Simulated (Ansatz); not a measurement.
## HfTi3O8 (Cm) at 2 levels of theory

One geometry, relaxed with PBE; plane waves with PAW potentials in Ansatz, scalar-relativistic. No spin polarisation. +U rows take U_eff Ti 4.00 eV on the d shells. Gaps are the least over mesh and band path; pressure is positive in compression.

```cif
data_structure
_symmetry_space_group_name_H-M 'Cm'
_symmetry_Int_Tables_number 8
_cell_length_a 6.7366
_cell_length_b 6.5922
_cell_length_c 6.1157
_cell_angle_alpha 90.000
_cell_angle_beta 90.300
_cell_angle_gamma 90.000
_cell_volume 271.59
loop_
_atom_site_label
_atom_site_type_symbol
_atom_site_symmetry_multiplicity
_atom_site_Wyckoff_symbol
_atom_site_fract_x
_atom_site_fract_y
_atom_site_fract_z
_atom_site_occupancy
Hf1 Hf 2 a 0.49521 0.00000 0.00318 1
Ti1 Ti 2 a 0.01492 0.00000 0.72274 1
Ti2 Ti 2 a 0.99232 0.00000 0.23294 1
Ti3 Ti 2 a 0.51940 0.00000 0.50364 1
O1 O 4 b 0.49920 0.19850 0.74020 1
O2 O 4 b 0.49762 0.20008 0.26734 1
O3 O 2 a 0.80593 0.00000 0.01204 1
O4 O 2 a 0.80331 0.00000 0.50358 1
O5 O 2 a 0.18304 0.00000 0.00101 1
O6 O 2 a 0.19213 0.00000 0.50580 1
```

```json
{"level": "PBE", "cutoff (eV)": "420", "k mesh": "6×6×6", "gap (eV)": "2.21", "pressure (GPa)": "0.0"}
```

Question: What comes out on the same cell with PBE+U?

Answer:
| level | cutoff (eV) | k mesh | gap (eV) | pressure (GPa) |
| --- | --- | --- | --- | --- |
| PBE+U | 420 | 6×6×6 | 2.66 | 2.3 |

Spin-orbit coupling matters for the bands of heavy elements and is left out.

The cell was found from a structure generator's guess, not taken from experiment.
